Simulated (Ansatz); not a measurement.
## ScBi$_{3}$: what changed settings do

All trials start from this Ansatz input:

```yaml
crystal:
  lattice:
    - [-2.315092, 2.315092, 5.410662]
    - [2.315092, -2.315092, 5.410662]
    - [2.315092, 2.315092, -5.410662]
  atoms:
    - { symbol: Sc, position: [0.0, 0.0, 0.0] }
    - { symbol: Bi, position: [0.75, 0.25, 0.5] }
    - { symbol: Bi, position: [0.25, 0.75, 0.5] }
    - { symbol: Bi, position: [0.5, 0.5, 0.0] }
basis:
  ecutwfc: 420
kpoints:
  mp_grid: { grid: [4, 4, 4] }
hamiltonian:
  xc: pbe
scf:
  occupations: { method: gaussian, width: 0.1 }
output:
  forces: true
  stress: true
  eigenvalues: true
```

Command:

```bash
ansatz run input.yaml --threads 1 --pin off --max-ram 1331MiB --backend cpu --events-out ev --progress --plain --runs-dir out
```

The run converges in 6 SCF iterations on 13 irreducible k-points: pressure -0.15 GPa, no gap.

Settings here are deliberately varied, not converged. Each trial's input is given as a difference from the reference's; energies are extrapolated to zero smearing where there is one, and pressure is positive in compression. Charged cells sit in a uniform background, and their pressures hang on that convention.

Trial 1:

```diff
 basis:
-  ecutwfc: 420
+  ecutwfc: 200
 hamiltonian:
-  xc: pbe
+  xc: revpbe
 scf:
+  eigensolver: { kind: davidson }
+  max_iter: 85
```

The run converges in 8 SCF iterations on 13 irreducible k-points: pressure 1.27 GPa (unreliable at so low a cutoff), no gap. It warns that the cutoff lies under the recommended one, 420 eV for these potentials.

Trial 2 (one atom moved):

```diff
 crystal:
   atoms:
-    - { symbol: Bi, position: [0.5, 0.5, 0.0] }
+    - { symbol: Bi, position: [0.546205067, 0.546205067, 0.0] }
 kpoints:
-  mp_grid: { grid: [4, 4, 4] }
+  mp_grid: { kspacing: 0.9 }
 output:
+  populations: true
```

The run converges in 6 SCF iterations on 6 irreducible k-points: energy 158 meV per atom above the reference, pressure 2.26 GPa, largest force 2.453 eV/Å, no gap.

Trial 3 (volume scaled):

```diff
 crystal:
   lattice:
-    - [-2.315092, 2.315092, 5.410662]
-    - [2.315092, -2.315092, 5.410662]
-    - [2.315092, 2.315092, -5.410662]
+    - [-2.4184467978, 2.4184467978, 5.6522151984]
+    - [2.4184467978, -2.4184467978, 5.6522151984]
+    - [2.4184467978, 2.4184467978, -5.6522151984]
   atoms:
-    - { symbol: Sc, position: [0.0, 0.0, 0.0] }
+    - { symbol: Sc, position: [0.0, 0.0, 0.0], spin: -2.0 }
 kpoints:
-  mp_grid: { grid: [4, 4, 4] }
+  mp_grid: { grid: [1, 4, 2] }
 scf:
-  occupations: { method: gaussian, width: 0.1 }
+  occupations: { method: cold, width: "0.02 Ry" }
+  lower_state_search: "off"
 output:
+  populations: true
+magnetization:
+  spin_polarized: true
```

The run converges in 17 SCF iterations on 6 irreducible k-points: energy 51.1 meV per atom below the reference, pressure -6.98 GPa, largest force 0.647 eV/Å, no gap, cell moment 0.00 μB. It warns that the starting moments were lost; that the state wasn't tested for a lower one; that the mesh lowers the symmetry.

Trial 4:

```diff
 basis:
-  ecutwfc: 420
+  ecutwfc: "14 Ha"
```

The run converges in 6 SCF iterations on 13 irreducible k-points: energy 0.67 meV per atom above the reference, pressure -0.14 GPa, no gap. It warns that the cutoff lies under the recommended one, 420 eV for these potentials.

Trial 5:

```diff
 basis:
+  ecutrho_ratio: 10
 kpoints:
-  mp_grid: { grid: [4, 4, 4] }
+  mp_grid: { kspacing: 1.3 }
 scf:
+  max_iter: 40
```

The run converges in 8 SCF iterations on 4 irreducible k-points: energy 197 meV per atom above the reference, pressure 0.27 GPa, no gap.

Trial 6 (volume scaled):

```diff
 crystal:
   lattice:
-    - [-2.315092, 2.315092, 5.410662]
-    - [2.315092, -2.315092, 5.410662]
-    - [2.315092, 2.315092, -5.410662]
+    - [-2.2499998093, 2.2499998093, 5.2585333404]
+    - [2.2499998093, -2.2499998093, 5.2585333404]
+    - [2.2499998093, 2.2499998093, -5.2585333404]
 basis:
-  ecutwfc: 420
+  ecutwfc: 350
 kpoints:
-  mp_grid: { grid: [4, 4, 4] }
+  mp_grid: { kspacing: 0.73 }
 scf:
+  mixing: { ndim: 3 }
+  initial_density: { chi_scale: 0, normalization: atom }
+  max_iter: 53
```

The run converges in 8 SCF iterations on 6 irreducible k-points: energy 48.3 meV per atom above the reference, pressure 5.42 GPa, no gap. It warns that the cutoff lies under the recommended one, 420 eV for these potentials.

Trial 7:

```diff
+total_charge: 0.25
 scf:
+  max_iter: 100
```

The run converges in 7 SCF iterations on 13 irreducible k-points: pressure 0.30 GPa (with the neutralising background of the charged cell), no gap.

Trial 8:

```diff
 basis:
+  precision: f64
 kpoints:
-  mp_grid: { grid: [4, 4, 4] }
+  mp_grid: { grid: [1, 5, 4] }
 hamiltonian:
+  dispersion: d4
```

The run converges in 7 SCF iterations on 11 irreducible k-points: pressure -4.29 GPa, largest force 0.590 eV/Å, no gap. It warns that the mesh lowers the symmetry.